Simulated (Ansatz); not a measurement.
Mg3SnO:
```
Mg3SnO
1.0
    4.39132     0.00000     0.00000
    0.00000     4.39132     0.00000
    0.00000     0.00000     4.39132
Sn O Mg
1 1 3
Direct
  0.00000   0.00000   0.00000
  0.50000   0.50000   0.50000
  0.50000   0.50000   0.00000
  0.50000   0.00000   0.50000
  0.00000   0.50000   0.50000
```

Relaxed with PBE. Special points in fractions of this cell's reciprocal vectors: Γ (0.000, 0.000, 0.000); X (0.000, 0.500, 0.000); M (0.500, 0.500, 0.000); R (0.500, 0.500, 0.500).

Task: List the band energies nearest the Fermi level at these points for plane-wave PAW PBE (Ansatz code).

Result: In eV from the Fermi level; about four levels below and three above (degenerate sets whole), none deeper than 8.9 eV; points with the same levels are listed once.

| k | below | above |
|---|---|---|
| Γ | -5.68 -5.68 -5.68 -0.40 -0.40 -0.40 | 0.54 0.54 1.53 |
| X | -5.00 -4.85 -0.57 -0.57 | 1.78 2.92 3.22 |
| M | -5.43 -2.55 -2.55 -0.70 | 0.50 2.52 2.91 2.91 |
| R | -6.12 -6.12 -6.12 -3.41 -3.41 -3.41 | 1.47 1.47 1.47 |

Space group Pm-3m (anti-perovskite). The start of the workflow was typed in or built on a structure type; neither database checked (COD, Materials Project) lists it. Its standing as an ambient phase is unchecked. The PBE relaxation kept the symmetry of its start; whether a distortion lowers the energy is not shown. Spin–orbit coupling is left out wherever it is not named.

Potentials: the later of the program's two PAW sets.
